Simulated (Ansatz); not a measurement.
The cell is a database entry far from equilibrium at this level of theory, probably a faulty or high-pressure entry; it serves as a test geometry alone. The listed cell was then made from it by scaling, straining or moving an atom.

An input for Re: DFT, LDA, all-electron PAW with datasets made for the crystal, scalar-relativistic (Ansatz 0.2.0).

Command: `ansatz run input.yaml --threads 1 --pin off --max-ram 3072MiB --backend cpu --events-out ev --progress --plain --runs-dir out` The run took 27 s on 1 thread of Intel(R) Xeon(R) Platinum 8488C (Sapphire Rapids) (shared host), peak memory 0.94 GiB.

```yaml
crystal:
  lattice:
    - [2.6115486478, 0.0, 0.0]
    - [-1.3057743239, 2.2616674722, 0.0]
    - [0.0, 0.0, 4.1758273441]
  atoms:
    - { symbol: Re, position: [0.3333333333, 0.6666666667, 0.25] }
    - { symbol: Re, position: [0.6666666667, 0.3333333333, 0.75] }
kpoints:
  mp_grid: { grid: [14, 14, 8] }
scf:
  occupations: { method: fermi_dirac, width: 0.05 }
hamiltonian:
  xc: lda
  pseudopotentials: { kind: all_electron, datasets: crystal }
output:
  forces: true
  stress: true
  eigenvalues: true
  efg: { contact_densities: true }
```

The results part of the log:

```
SCF 1 converged in 8 iterations: F = -907784.512250 eV  dr2 = 1.11e-8
  Residual-converged pass: ⟨swp⟩=3.0  Hψ=4621  notcnv=0  max |occ|·‖R‖ = 5.2e-6 eV (tolerance 5.3e-6 eV)  dr2=1.09e-8  dr2_onsite=2.34e-8  max |Δocc| = 3.6e-11
  greatest PAW one-centre occupation: 1.000 electrons in one spin orbital (limit 2), on the Re atom at site 1 (counted from 0), in its partial waves of l = 0
SCF converged after 8 iterations
Free energy (F): -907784.512250 eV
Harris-Foulkes:  -907784.512250 eV  (|F-HF|=2.83e-8)
Internal energy: -907784.501264 eV  (E = F + TS)
E sigma→0 (E₀):  -907784.506757 eV
Entropy (-TS):   -0.010986 eV (-5.493 meV/atom)
Past the cutoff: the bands carry plane waves up to 1.75 times it, of which those up to 1.5 times it add -0.000223 eV an atom, each by itself; the spheres take 0.000248 eV an atom off the energy for waves past 1.75 times it
By the cutoff:   a pressure is off by up to 0.009 GPa (1.2 times the spheres' own share and the shells' term, over an atom's volume, and 0.004 GPa: a bound that held against runs at twice the plane waves)
Past the cutoffs: a stress includes 0.0051 GPa for waves and charges beyond them, in addition to the slope of what the spheres take
In the spheres:  the bands' charges fall short by 7.5e-7 e at most (sound up to 1e-3), those of shells solved beside the bands by 2.2e-6 e (sound up to 5e-4)
Fermi energy:    37.084198 eV
--- Per-component energies (eV) ---
  The terms above E_closure are by the made datasets' own strengths, without shells solved beside the bands.
--- Forces (eV/Å), atoms counted from 1 ---
  atom   1  Re     0.00000000    -0.00000000     0.00000000
  atom   2  Re     0.00000000     0.00000000    -0.00000000
  max |Σ_I F_I| component: 4.63e-18 eV/Å
--- Stress (GPa, compression-positive) ---
       81.537584       0.000000      -0.000000
       -0.000000      81.537584       0.000000
       -0.000000       0.000000      88.274690
  P = ⅓ Tr σ = 83.7833 GPa (837.833 kbar)
  It holds what live shells' own plane waves past their cutoff add
--- PAW observables at the nuclei: V_zz in 10²¹ V/m², potentials from the cell's mean, atoms counted from 1 ---
  atom   1  Re V_zz =    -8.102886   η = 0.0000   by run symmetry: allowed
            electrostatic potential = -15145.172366 V   contact ρ = 9502275.583312 e/Å³
  atom   2  Re V_zz =    -8.102886   η = 0.0000   by run symmetry: allowed
            electrostatic potential = -15145.172366 V   contact ρ = 9502275.583312 e/Å³
--- Band table (eV; the first three rows and the last of 120) ---
  k-point 0: bands = ["-42.6679", "-42.3889", "-5.7699", "-3.8919", "-3.8919", "-3.5696", "-3.5696", "-3.4952", "26.1524", "29.1156", "34.9234", "34.9234", "35.1240", "36.0612", "36.0612", "37.1122", "37.1122", "38.5663", "41.2571"]
  k-point 1: bands = ["-42.6574", "-42.3997", "-5.6914", "-3.8798", "-3.8798", "-3.5917", "-3.5821", "-3.5821", "26.3912", "29.1700", "34.7997", "34.7997", "34.9789", "35.8974", "35.8974", "37.4672", "37.4672", "37.9277", "41.3205"]
  k-point 2: bands = ["-42.6277", "-42.4304", "-5.4651", "-3.8612", "-3.8454", "-3.8454", "-3.6176", "-3.6176", "27.0581", "29.2822", "34.6193", "34.6218", "34.6218", "35.5075", "35.5075", "36.5086", "38.3086", "38.3086", "41.3474"]
  k-point 119: bands = ["-42.3535", "-42.3535", "-5.3422", "-5.3422", "-4.7947", "-4.7947", "-3.9011", "-3.9011", "31.2488", "31.2488", "32.6313", "32.6313", "34.6621", "34.6621", "37.1323", "37.1323", "41.3219", "41.3219", "48.4438"]
```
